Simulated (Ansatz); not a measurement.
CuI:
```yaml
crystal:
  lattice:
    - [0.00000, 2.96934, 2.96934]
    - [2.96934, 0.00000, 2.96934]
    - [2.96934, 2.96934, 0.00000]
  atoms:
    - { symbol: Cu, position: [0.75000, 0.75000, 0.75000] }
    - { symbol: I, position: [0.00000, 0.00000, 0.00000] }
```

x, y and z are the axes in which the lattice vectors are written.

Problem. Give the proper piezoelectric stress tensor with relaxed ions from PBEsol (plane waves, PAW; program Ansatz).

Solution. In C/m², rows x, y, z, Voigt columns; mesh uncertainty up to 0.00.
```
0.00  0.00  0.00  0.06  0.00  0.00
0.00  0.00  0.00  0.00  0.06  0.00
0.00  0.00  0.00  0.00  0.00  0.06
```

The elastic tensor of the same run (GPa):

```
62.5  43.0  43.0   0.0   0.0   0.0
43.0  62.5  43.0   0.0   0.0   0.0
43.0  43.0  62.5   0.0   0.0   0.0
 0.0   0.0   0.0  24.1   0.0   0.0
 0.0   0.0   0.0   0.0  24.1   0.0
 0.0   0.0   0.0   0.0   0.0  24.1
```

Problem. Convert to strain constants d = e·S.

Solution. In pC/N:
```
0.0  0.0  0.0  2.6  0.0  0.0
0.0  0.0  0.0  0.0  2.6  0.0
0.0  0.0  0.0  0.0  0.0  2.6
```

Space group F-43m (zinc blende). Symmetry was held in the PBEsol relaxation. The run is not spin-polarised. Signs of piezoelectric constants follow the polarity of the cell as given. Spin–orbit coupling is left out wherever it is not named.

Potentials: the earlier of the program's two PAW sets. The files were generated under PBE; for other functionals the program regenerates the frozen cores, and for LDA and PBEsol the local potential too.
